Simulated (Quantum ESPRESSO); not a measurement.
## Kohn-Sham bands of BaAu2 (P6/mmm)

```
CELL_PARAMETERS angstrom
      4.86043     0.00000     0.00000
     -2.43022     4.20926     0.00000
      0.00000     0.00000     4.21406
ATOMIC_POSITIONS crystal
  Ba 0.00000 0.00000 0.00000
  Au 0.66667 0.33333 0.50000
  Au 0.33333 0.66667 0.50000
```

Structure: Materials Project mp-30363, symmetrised, not relaxed again. COD (Crystallography Open Database) has an entry of this formula and space group (matched by these alone). Level: PBEsol, no spin polarisation, no spin-orbit coupling; pw.x of Quantum ESPRESSO at 61 Ry with PseudoDojo potentials, 4×4×4 k-points, Wannier90. Density: 12×12×10 mesh, cold smearing 0.01 Ry. Spin-orbit coupling is left out although heavy elements are present.

Question: List the Kohn-Sham levels between −8 and 3.0 eV relative to the Fermi level at the high-symmetry points, as a band run of pw.x on that density gives them (levels within 2 meV counted together).

Answer: 
```csv
point,k (reciprocal lattice),levels (eV)
Γ,0.000 0.000 0.000,"-6.74, -4.84, -4.42 (×2), -4.38 (×2), -3.98 (×2), -3.65, -3.39 (×2), 1.04 (×2), 1.76, 2.74"
M,0.500 0.000 0.000,"-5.45, -5.12, -4.99, -4.68, -4.18, -4.15, -4.06, -3.65, -3.31, -3.11, -2.89, -1.92, 1.72, 1.83, 2.43"
K,0.333 0.333 0.000,"-5.49, -5.11 (×2), -4.51, -4.12 (×2), -4.06 (×2), -3.01, -2.24 (×2), -2.24, -1.04, 2.92"
A,0.000 0.000 0.500,"-5.71, -4.75 (×2), -4.35 (×2), -4.33 (×2), -3.36, -3.23 (×2), -3.12, -1.80"
L,0.500 0.000 0.500,"-5.50, -5.29, -5.01, -4.57, -4.55, -3.66, -3.44, -3.37, -3.22, -2.85, -2.16, -1.61, 0.08, 0.39, 1.34"
H,0.333 0.333 0.500,"-5.29, -5.13 (×2), -4.89, -3.95 (×2), -3.36 (×2), -3.07, -2.81 (×2), -2.23, 0.79 (×2), 1.30"
```
